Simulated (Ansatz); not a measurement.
## Surface calculation: bcc Ta (110), 6 layers

The slab is cut from the bcc crystal, the stable phase, as relaxed on PAW files (18.30 Å³/atom), with 16 Å of vacuum and a dipole correction:

```
CELL_PARAMETERS angstrom
2.87529 0.00000 0.00000
-0.95843 2.71085 0.00000
0.00000 0.00000 27.73830
ATOMIC_POSITIONS crystal
Ta 0.25000 0.25000 0.28841
Ta 0.75000 0.75000 0.37305
Ta 0.25000 0.25000 0.45768
Ta 0.75000 0.75000 0.54232
Ta 0.25000 0.25000 0.62695
Ta 0.75000 0.75000 0.71159
```

All numbers are PBE results (scalar-relativistic) from Ansatz 0.2.0, with a Γ-centred 13×13×1 k mesh, Fermi–Dirac smearing of 0.1 eV, no spin polarisation. Methods: LAPW: all electrons, basis error target 1 meV/atom; PAW: frozen-core files, cutoff 420 eV.

The bulk energy comes from a cell in the slab's orientation on a 13×13×8 mesh. The surface energy is (E(slab) − N·E(bulk))/2A at zero smearing, the mean of both faces; thin slabs carry quantum-size effects.

Spin–orbit coupling is left out, which matters for the heavy atoms.

Problem. As cut, the LAPW slab lies 2.364 eV above 6 atoms of bulk. What surface energy is that?

Solution. Over two faces of 7.79 Å² it is 151.6 meV/Å², and times 16.02 J/m² per eV/Å² that gives γ = 2.429 J/m².

Problem. What do relaxation and the other method give, and what work function comes out?

Solution. 

```
method  γ as cut (J/m²)  γ relaxed (J/m²)  Φ as cut (eV)  Φ relaxed (eV)
  LAPW            2.429             2.370           4.77            4.72
   PAW            2.435             2.375           4.78            4.73
```

Problem. How do the spacings between the planes relax?

Solution. From the bottom face up: d12 -4.4 % of 2.348 Å, d23 +0.1 % of 2.348 Å, d34 -0.1 % of 2.348 Å, d45 +0.1 % of 2.348 Å, d56 -4.4 % of 2.348 Å.

Problem. What changes if the vacuum is set to 9 Å?

Solution. LAPW then gives: no gap, work function 4.65 eV; PAW: no gap, work function 4.56 (top) and 4.60 (bottom) eV. The program warns that the vacuum is too thin.

Problem. In the relaxed 1×1 cell, replace the outer, then the middle Ta by W, which changes a whole layer. What shift does this Z+1 picture give?

Solution. E(outer) − E(middle) = +0.40 eV by LAPW and +0.39 eV by PAW; a positive value puts the surface line at higher binding energy.
